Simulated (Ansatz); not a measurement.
# Bi2S3: Coordination and ³³S quadrupole coupling

Cell: a COD entry (perhaps calculated rather than measured) whose atoms were relaxed with PBE, the cell held.

Space group Pnma (No. 62); a = 11.3050, b = 3.9810, c = 11.1470 Å.

| site | Wyckoff | site symmetry | x | y | z |
| --- | --- | --- | --- | --- | --- |
| Bi1 | 4c | .m. | 0.5124 | 0.2500 | 0.1753 |
| Bi5 | 4c | .m. | 0.6626 | 0.7500 | 0.4684 |
| S9 | 4c | .m. | 0.6225 | 0.7500 | 0.0560 |
| S13 | 4c | .m. | 0.7163 | 0.2500 | 0.3071 |
| S17 | 4c | .m. | 0.4504 | 0.7500 | 0.3706 |

One atom of each set is listed.

Computed with Ansatz: DFT, r2SCAN, plane waves and PAW, scalar-relativistic, 500 eV cutoff, Γ-centred 3×7×3 k-points, Fermi–Dirac smearing 0.02 eV.

Q(³³S) = -69.40 mb.

(1) Order the S environments from the weakest to the strongest quadrupole coupling.
A. S9: 5 Bi at 2.70–3.29 Å
B. S17: 5 Bi at 2.63–3.03 Å
C. S13: 3 Bi at 2.73–2.75 Å

## Answers

(1) C (4.51 MHz, η = 0.16), B (7.23 MHz, η = 0.89), A (14.7 MHz, η = 0.15).

At S13 V_zz stands upright on the plane through its three neighbours (within 3°). Like point charges on the first shell alone (each adding as 1/d³) would give the same order, so the shape of the shell goes a long way to explain it.

Without spin–orbit coupling the gradients at and beside Bi can be off by some per cent, at some sites by more.
